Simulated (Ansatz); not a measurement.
In PBEsol in the plane-wave PAW code Ansatz, CdSiP2 in the chalcopyrite structure (I-42d) relaxes to a = 5.644 Å, c = 10.500 Å. Cd has 4 nearest neighbours from 2.54 Å (tetrahedral); Si has 4 nearest neighbours from 2.25 Å (tetrahedral). Against the elements it lies at -20 kJ/mol of atoms, with no fitted shifts.

It is gapped at this level: 1.24 eV (direct). The valence maximum lies at Γ and the conduction minimum at Γ. The screened hybrid HSE06 puts the gap at 2.00 eV. Gap from PBEsol with spin–orbit coupling: 1.24 eV. Electrons at the band edge weigh 0.27, 0.27, 0.72 mₑ (principal values). The hole mass is 0.14, 0.42, 0.42 mₑ (principal values).

The bulk modulus is 82.6 GPa. The relaxed-ion elastic constants in GPa are C11 = 124, C12 = 61.2, C13 = 66.8, C33 = 109, C44 = 54.3, C66 = 52.5. The elastic constants imply a Debye temperature near 382 K. Perturbation theory gives ε∞ = 11.2 (xx = yy), 10.9 (zz). Born charges are Cd +1.89, Si +2.32, P -2.11 e. Bader charges are Cd +0.53, Si +1.89, P -1.21 e.

Symmetry was held in the PBEsol relaxation. The references are the lowest solids computed at this level, not always the standard phases. Spin–orbit coupling is left out wherever it is not named.

Potentials: the later of the program's two PAW sets.
